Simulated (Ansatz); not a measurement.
Total density of states per atom from PBE in the plane-wave PAW code Ansatz, in 0.25 eV bins, energy from the valence-band maximum:

```
E (eV) | states/eV/atom
    -7.85 | ############# 0.26
    -7.60 | ################# 0.35
    -7.35 | ########### 0.23
    -7.10 | ########## 0.21
    -6.85 | ############## 0.29
    -6.60 | ############## 0.30
    -6.35 | ############ 0.26
    -6.10 | ############## 0.28
    -5.85 | ############### 0.31
    -5.60 | ################ 0.33
    -5.35 | ############### 0.32
    -5.10 | ################ 0.33
    -4.85 | ################## 0.38
    -4.60 | ################## 0.38
    -4.35 | #################### 0.41
    -4.10 | ##################### 0.44
    -3.85 | ##################### 0.43
    -3.60 | ##################### 0.44
    -3.35 | ########################## 0.53
    -3.10 | ############################## 0.62
    -2.85 | ########################## 0.53
    -2.60 | #################### 0.42
    -2.35 | ################## 0.38
    -2.10 | ############### 0.32
    -1.85 | ############ 0.25
    -1.60 | ########## 0.21
    -1.35 | ######## 0.17
    -1.10 | ####### 0.14
    -0.85 | ##### 0.11
    -0.60 | #### 0.08
    -0.35 | ## 0.05
    -0.10 | # 0.02
     0.15 |  0.00
     0.40 |  0.00
     0.65 |  0.00
     0.90 |  0.00
     1.15 |  0.00
     1.40 |  0.00
     1.65 |  0.00
     1.90 |  0.00
     2.15 |  0.00
     2.40 |  0.00
     2.65 |  0.00
     2.90 |  0.00
     3.15 |  0.00
     3.40 |  0.00
     3.65 |  0.00
     3.90 |  0.00
     4.15 |  0.00
     4.40 |  0.00
     4.65 |  0.00
     4.90 |  0.00
     5.15 |  0.00
     5.40 |  0.01
     5.65 | # 0.02
     5.90 | # 0.02
     6.15 | # 0.03
     6.40 | ## 0.04
     6.65 | ####### 0.15
     6.90 | ############## 0.28
     7.15 | ################# 0.36
     7.40 | ############### 0.31
     7.65 | ############### 0.31
     7.90 | ################## 0.37
     8.15 | ################# 0.36
     8.40 | ############## 0.28
     8.65 | ############## 0.29
     8.90 | ################### 0.39
     9.15 | ################### 0.39
     9.40 | ############# 0.28
     9.65 | ######## 0.17
     9.90 | ######### 0.19
```

Task: Which compound is it?
A) Si2W, MoSi2 or CaC2 type
B) CoGe, rock salt
C) BN, wurtzite
D) MgSe, rock salt

Result: C, BN, wurtzite. Top 1 eV of the valence band: N 2p 85 %, B 2p 14 %. Bottom 1 eV of the conduction band: B 2p 54 %, N 2p 25 %, outside the projected shells 21 %. Projections are on Löwdin-orthogonalised atomic valence shells; empty p or d shells of many metals are not among them.

Space group P6_3mc (wurtzite). The cell was relaxed with PBE under the symmetry of its start.

Potentials: the later of the program's two PAW sets.
